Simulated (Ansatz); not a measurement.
Given:

TePt:
Space group Cmcm (No. 63); a = 3.9823 Å, b = 10.7901 Å, c = 3.8890 Å, α = 90.00°, β = 90.00°, γ = 90.00°

```json
[
 {"atom": "Te", "site": "4c", "symmetry": "m2m", "x": "0.0000", "y": "0.6431", "z": "0.2500"},
 {"atom": "Pt", "site": "4c", "symmetry": "m2m", "x": "0.0000", "y": "0.1100", "z": "0.7500"}
]
```
(The calculation used a cell of 4 atoms; values per cell refer to that cell.)

This is the r²SCAN-relaxed structure.

### Question
All from r²SCAN in the plane-wave PAW code Ansatz, unless another level is named. Predict the electronic character.

### Answer
metallic (no gap).

### Question
Predict the formation energy from the elements (no fitted shifts).

### Answer
-0.11 eV/atom.

### Question
What about the density of states at the Fermi level?

### Answer
0.50 states/eV per atom (mean over ±0.08 eV).

The start of the workflow was typed in or built on a structure type; neither database checked (COD, Materials Project) lists it. COD files the formula under space group No. 166, 194, so this cell is another polymorph or a model. Its standing as an ambient phase is unchecked. Symmetry was held in the r²SCAN relaxation; whether a distortion lowers the energy is not shown. No spin polarisation was allowed. The references are the lowest solids computed at this level, not always the standard phases. Scalar-relativistic: spin–orbit coupling is off unless named, which matters more the heavier the elements.

Potentials: the earlier of the program's two PAW sets.
